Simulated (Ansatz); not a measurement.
Input:

GePd3:
```xyz
4
Lattice="0.0000 3.1216 3.1216 3.1216 0.0000 3.1216 3.1216 3.1216 0.0000" Properties=species:S:1:pos:R:3 pbc="T T T"
Ge     0.0000     0.0000     0.0000
Pd     3.1216     3.1216     3.1216
Pd     1.5608     1.5608     1.5608
Pd     4.6824     4.6824     4.6824
```

This is the PBE-relaxed structure.

Task: All from PBE (plane waves, PAW; program Ansatz), unless another level is named. Predict the electronic character.

Result: metallic (no gap).

Task: Predict the formation energy from the elements (no fitted shifts).

Result: -0.30 eV/atom.

Task: Predict the density of states at the Fermi level.

Result: 0.50 states/eV per atom (mean over ±0.08 eV).

Space group Fm-3m. A made-up cell: these elements were put on the sites of a structure type; neither database checked (COD, Materials Project) lists it. Whether it is the stable phase at ambient conditions was not checked. Symmetry was held in the PBE relaxation; its stability against distortions is not shown here. No spin polarisation was allowed. The references are the lowest solids computed at this level, not always the standard phases. Scalar-relativistic: spin–orbit coupling is off unless named, which matters more the heavier the elements.

Potentials: the later of the program's two PAW sets.
